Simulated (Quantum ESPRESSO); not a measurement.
**Band energies of ScTlS2**

```
CELL_PARAMETERS angstrom
      3.74108     0.00000     0.00000
     -1.87054     3.23987     0.00000
      0.00000     0.00000    14.82343
ATOMIC_POSITIONS crystal
  S  0.33333 0.66667 0.90437
  S  0.66667 0.33333 0.09563
  S  0.66667 0.33333 0.40437
  S  0.33333 0.66667 0.59563
  Sc 0.00000 0.00000 0.50000
  Sc 0.00000 0.00000 0.00000
  Tl 0.66667 0.33333 0.75000
  Tl 0.33333 0.66667 0.25000
```

norm-conserving PBEsol (Quantum ESPRESSO, 78 Ry, without SOC); path ΓMKΓALHA,LM,KH; energies in eV from the valence-band maximum.

```
k (1/Å)  point  band 32  band 33  band 34  band 35  band 36  band 37  band 38  band 39
-------  -----  -------  -------  -------  -------  -------  -------  -------  -------
0.00         Γ    -0.96    -0.96    -0.92    -0.92     0.00     1.58     1.58     1.59
0.19              -1.50    -1.29    -1.15    -1.09    -0.20     1.58     1.58     1.78
0.58              -1.98    -1.89    -1.74    -1.67    -1.26     1.18     1.26     1.82
0.97         M    -2.52    -2.49    -2.16    -1.96    -1.39     0.82     0.87     0.96
1.53         K    -2.63    -2.44    -2.44    -2.25    -2.25     0.82     1.51     1.94
1.90              -2.64    -2.42    -2.17    -1.82    -1.73     1.59     1.64     1.71
2.28              -1.65    -1.55    -1.54    -1.50    -0.73     1.73     1.76     1.77
2.46              -1.45    -1.26    -1.15    -1.09    -0.18     1.64     1.65     1.70
2.65         Γ    -0.96    -0.96    -0.92    -0.92     0.00     1.58     1.58     1.59
2.65         A    -0.94    -0.94    -0.94    -0.91    -0.91     1.58     1.58     1.58
2.97              -2.14    -1.36    -1.36    -0.84    -0.84     1.50     1.50     2.02
3.30              -2.45    -1.89    -1.89    -1.61    -1.61     1.16     1.16     1.86
3.62         L    -2.61    -2.05    -2.05    -1.82    -1.82     0.81     0.81     1.16
3.99              -2.86    -2.75    -2.75    -1.93    -1.93     1.09     1.09     1.62
4.18         H    -2.89    -2.88    -2.88    -2.02    -2.02     1.12     1.12     1.90
4.46              -2.72    -2.31    -2.31    -1.99    -1.99     1.39     1.39     1.71
4.74              -2.23    -2.13    -2.13    -1.40    -1.40     1.72     1.72     1.91
5.02              -1.94    -1.33    -1.33    -0.78    -0.78     1.71     1.71     1.75
5.30         A    -0.94    -0.94    -0.94    -0.91    -0.91     1.58     1.58     1.58
5.30         L    -2.61    -2.05    -2.05    -1.82    -1.82     0.81     0.81     1.16
5.51         M    -2.52    -2.49    -2.16    -1.96    -1.39     0.82     0.87     0.96
5.51         K    -2.63    -2.44    -2.44    -2.25    -2.25     0.82     1.51     1.94
5.72         H    -2.89    -2.88    -2.88    -2.02    -2.02     1.12     1.12     1.90
```

The PBEsol gap is indirect, 0.81 eV, from Γ to L; the smallest direct gap is 1.58 eV. Another conduction extremum on the path lies within 0.02 eV, too close to call.

Spin-orbit coupling is left out; with 6p states at a band edge it can lower the gap by many tenths of an eV, most of a small gap.

Geometry relaxed with PBE+D3(BJ).

The structure is a Materials Project entry; no match was found in the copy of COD used, and its stability was not checked.
